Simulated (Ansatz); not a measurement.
**Is this Ti5Si structure stable?**

It was relaxed at this level from a Materials Project cell.

All numbers below come from Ansatz 0.2.0, DFT PBE, scalar-relativistic, plane waves, PAW. Settings of the last relaxation (6-atom cell): 420 eV, 12×12×12 k points, Gaussian smearing of 0.10 eV, no spin polarisation.

```cif
data_structure
_symmetry_space_group_name_H-M 'R32:H'
_symmetry_Int_Tables_number 155
_cell_length_a 5.0485
_cell_length_b 5.0485
_cell_length_c 13.3151
_cell_angle_alpha 90.000
_cell_angle_beta 90.000
_cell_angle_gamma 120.000
_cell_volume 293.90
loop_
_atom_site_label
_atom_site_type_symbol
_atom_site_symmetry_multiplicity
_atom_site_Wyckoff_symbol
_atom_site_fract_x
_atom_site_fract_y
_atom_site_fract_z
_atom_site_occupancy
Ti1 Ti 6 c 0.33333 0.66667 0.81803 1
Ti2 Ti 9 d 0.60456 0.00000 0.00000 1
Si1 Si 3 b 0.66667 0.33333 0.83333 1
```

The zero of energy is the elements' standard structures at the same level; no fitted shifts are applied.

Question: These tests were run: energy against the elements; random kick, then relaxation without symmetry; elastic tensor. What do they show?

Answer:

```json
{"test": "energy against the elements", "result": "−0.29 eV/atom"}
{"test": "random kick, then relaxation without symmetry", "result": "returns"}
{"test": "elastic tensor", "result": "least eigenvalue 33 GPa"}
```

It fails none of these tests. Competing phases weren't compared here. Phonons away from Γ weren't computed.

The kick test ran on a coarse mesh. The run for the elastic tensor used a 12×12×12 k mesh and Fermi–Dirac smearing of 0.15 eV.
